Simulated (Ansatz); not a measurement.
TePt (NiAs type, P6_3/mmc) under volume change, LDA (plane waves, PAW; program Ansatz), shape and atoms relaxed at each volume.

```
V (Å³/atom)  E − E(relaxed) (meV/atom)  P (GPa)
-----------  -------------------------  -------
19.108                            92.7    17.28
19.738                            38.6    10.44
20.368                             9.1     4.75
20.997                             0.0     0.00
21.627                             8.1    -3.98
22.257                            30.4    -7.30
22.887                            64.7   -10.05
```

What does a third-order Birch–Murnaghan fit give for V₀, B₀ and B′?

V₀ = 21.00 Å³/atom, B₀ = 145 GPa, B′ = 5.0.

The workflow started from a Materials Project entry (that database holds measured and hypothetical structures alike); the Crystallography Open Database files this formula in space group No. 194, but the cells were not matched. Its standing as an ambient phase is unchecked. The cell was relaxed with LDA under the symmetry of its start; whether a distortion lowers the energy is not shown. No spin polarisation was allowed. Scalar-relativistic: spin–orbit coupling is off unless named, which matters more the heavier the elements.

Potentials: the later of the program's two PAW sets.
